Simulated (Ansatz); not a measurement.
TaRu3 (Cu3Au type, Pm-3m) under volume change, the program Ansatz at the PBEsol level (PAW), scaled uniformly.

```json
[
 {"V (Å³/atom)": "13.026", "E − E(relaxed) (meV/atom)": "?", "P (GPa)": "?"},
 {"V (Å³/atom)": "13.455", "E − E(relaxed) (meV/atom)": "54.9", "P (GPa)": "21.70"},
 {"V (Å³/atom)": "13.885", "E − E(relaxed) (meV/atom)": "13.0", "P (GPa)": "9.95"},
 {"V (Å³/atom)": "14.314", "E − E(relaxed) (meV/atom)": "0.0", "P (GPa)": "0.00"},
 {"V (Å³/atom)": "14.744", "E − E(relaxed) (meV/atom)": "?", "P (GPa)": "?"},
 {"V (Å³/atom)": "15.173", "E − E(relaxed) (meV/atom)": "44.0", "P (GPa)": "-15.55"},
 {"V (Å³/atom)": "15.603", "E − E(relaxed) (meV/atom)": "94.0", "P (GPa)": "-21.57"}
]
```

Fill in the missing entries.


- 13.026, E − E(relaxed) (meV/atom): 131.2
- 13.026, P (GPa): 35.57
- 14.744, E − E(relaxed) (meV/atom): 11.6
- 14.744, P (GPa): -8.43

What does a third-order Birch–Murnaghan fit give for V₀, B₀ and B′?

V₀ = 14.31 Å³/atom, B₀ = 304 GPa, B′ = 4.5.

The workflow started from a Materials Project entry (that database holds measured and hypothetical structures alike); the Crystallography Open Database copy checked does not list it. Whether it is the stable phase at ambient conditions was not checked. The PBEsol relaxation kept the symmetry of its start; its stability against distortions is not shown here. No spin polarisation was allowed. Scalar-relativistic: spin–orbit coupling is off unless named, which matters more the heavier the elements.

Potentials: the later of the program's two PAW sets.
